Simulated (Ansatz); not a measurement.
## Compressing Ta2O5: a fit and a missing row

Ta2O5, I4/mmm, a = 5.247 Å, c = 9.551 Å. The structure is a Materials Project entry; whether it is the stable form wasn't checked. Ansatz: r2SCAN, PAW, 500 eV, Γ-centred 8×8×8 mesh on 7 atoms, Gaussian smearing 0.02 eV; no spin polarisation. Shape and atoms are relaxed at each volume; pressure is positive in compression.

```
V (Å³/atom) P (GPa)
     17.657        ?
     18.220     4.82
     18.784     0.00
     19.347    -4.30
     19.911    -8.08
```

Problem. Take V0 = 18.784 Å³/atom, fit the third-order Birch–Murnaghan form to the other rows, and predict the missing pressure.

Solution. With the Eulerian strain f = ½[(V0/V)^(2/3) − 1] and y = P/[3f(1 + 2f)^(5/2)], the form is the line y = B0 + 1.5 B0 (B0′ − 4) f. Rows (f, y): 0.01027, 148.7; -0.00975, 154.4; -0.01905, 155.8. Means f = -0.006177, y = 152.97; Σ(Δf)² = 0.0004490, ΣΔfΔy = -0.1118; the slope is their ratio. y = 151.4 − 248.9 f GPa, so B0 = 151.4 GPa and B0′ = 4 + 2 × (-248.9)/(3 × 151.4) = 2.90. At V = 17.657, f = 0.02106, y = 146.16 and P = 10.24 GPa. The run gave 9.91 GPa, so the fit is 0.33 GPa too high, 1.8 % of the span of the series, against an rms of 0.01 GPa on the fitted rows. The row lies outside the fitted range. The records show no cause, and too few rows are left to test a further term.

Spin–orbit coupling is left out, which can shift energies with elements as heavy as these.

Cost: 5 runs of about 4.2 core-minutes in all, on AMD EPYC 9R45 (Zen 5) (shared hosts).